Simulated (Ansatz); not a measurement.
## TiPdSe4: a first pass over candidate cells

Computed with DFT PBE, scalar-relativistic, plane waves, PAW in Ansatz 0.2.0. Each cell gets a short relaxation within its symmetry: 420 eV, a coarse mesh through Γ, smearing of 0.15 eV, at most 16 steps to 0.08 eV/Å and 0.8 GPa. Magnetic atoms start with parallel moments. Energies are free energies per atom, good to about 0.1 eV/atom between metallic cells, end volumes are rough, and groups of ends are read at 0.1 Å.

The candidates are structure types from databases with the species swapped, cells proposed by chemical analogy and random cells on Wyckoff sites, with guessed sizes. Not shown: 6 further candidates, unfinished, in doubt or set aside.

```tsv
#	made from	sites	V start (Å³/atom)
1	ZrTaTe4 cell (P-3m1)	Ti 1b; Pd 1a; Se 2d, 2d	25.4
2	ErMnNi4 cell (F-43m)	Ti 4c; Pd 4a; Se 16e	25.0
3	Ta4CoNi cell (I422)	Ti 2b; Pd 2a; Se 8j	25.0
4	random sites (P4mm)	Ti 1b; Pd 1a; Se 4d	26.3
5	random sites (F-43m)	Ti 4a; Pd 4c; Se 16e	26.4
6	CeAlCo4 cell (Cmmm)	Ti 2a; Pd 2c; Se 4i, 4f	23.0
7	HoAlCu4 cell (P-6m2)	Ti 1e; Pd 1a; Se 1c, 3k	23.9
8	random sites (P-6m2)	Ti 1f; Pd 1c; Se 1e, 3k	27.8
9	random sites (P6/mmm)	Ti 1b; Pd 1a; Se 2d, 2e	26.5
10	proposed by analogy (P-3m1)	Ti 1a; Pd 1b; Se 2d, 2d	22.6
11	random sites (I4mm)	Ti 2a; Pd 2a; Se 4b, 4b	23.5
12	random sites (P6/mmm)	Ti 1a; Pd 1b; Se 2c, 2d	26.5
13	random sites (P4/mmm)	Ti 1a; Pd 1b; Se 4l	26.7
14	proposed by analogy (P4_2/mcm)	Ti 2b; Pd 2a; Se 8o	22.5
15	random sites (P4/mmm)	Ti 1d; Pd 1b; Se 2h, 2g	29.1
16	HoCdCu4 cell (F-43m)	Ti 4d; Pd 4a; Se 16e	22.4
17	random sites (I4/mmm)	Ti 2b; Pd 2a; Se 8j	24.0
```

Question: Rank the ends, and say which starts fall together.

Answer: The lowest end has space group P-3m1 (No. 164) and 22.2 Å³/atom; candidates 1 and 10 both fall into it. The lowest start before relaxing, candidate 10, is one of them.

| # | E start (eV/atom) | E end (eV/atom) | end group | V end (Å³/atom) | finished | same end as |
| --- | --- | --- | --- | --- | --- | --- |
| 1 | 0.16 | 0.00 | P-3m1 | 22.2 | yes | - |
| 10 | 0.02 | 0.00 | P-3m1 | 22.1 | yes | 1 |
| 14 | 0.36 | 0.22 | P4_2/mcm | 27.2 | yes | - |
| 11 | 1.65 | 0.28 | I4/mmm | 21.4 | stopped early | - |
| 3 | 0.80 | 0.35 | I422 | 18.9 | yes | - |
| 15 | 2.72 | 0.49 | P4/mmm | 21.3 | stopped early | - |
| 8 | 0.73 | 0.50 | P-6m2 | 21.9 | yes | - |
| 12 | 0.92 | 0.56 | P6/mmm | 19.7 | yes | - |
| 9 | 0.92 | 0.64 | P6/mmm | 30.7 | yes | - |
| 4 | 2.27 | 0.73 | P4mm | 24.3 | stopped early | - |
| 6 | 1.17 | 0.75 | Cmmm | 22.7 | stopped early | - |
| 17 | 2.01 | 0.93 | I4/mmm | 25.0 | yes | - |
| 13 | 3.49 | 1.01 | P4/mmm | 44.7 | yes | - |
| 7 | 1.29 | 1.16 | P-6m2 | 23.4 | yes | - |
| 5 | 1.58 | 1.16 | F-43m | 36.1 | yes | - |
| 16 | 1.32 | 1.30 | F-43m | 20.6 | yes | - |
| 2 | 1.41 | 1.30 | F-43m | 20.6 | yes | 16 |

Energies count from the lowest end; groups are read at 0.1 Å. Cells stopped early, at the step cap or the time limit, are upper bounds. Ends are matched loosely, so a merged end can be a slightly distorted copy, and ends listed apart can be strained forms of one structure.

No dispersion correction is applied, so the spacing and binding between layers, chains or molecules are poorly described (P-3m1, P4_2/mcm), and this can change margins and order among such cells. The starting moments died out in most of the four lowest ends; another start or a finer mesh might hold them. The runs shown took about 39 CPU minutes on Arm Neoverse V1, a shared host. Some candidate types were left out of the draw beforehand, so a known form may be missing.
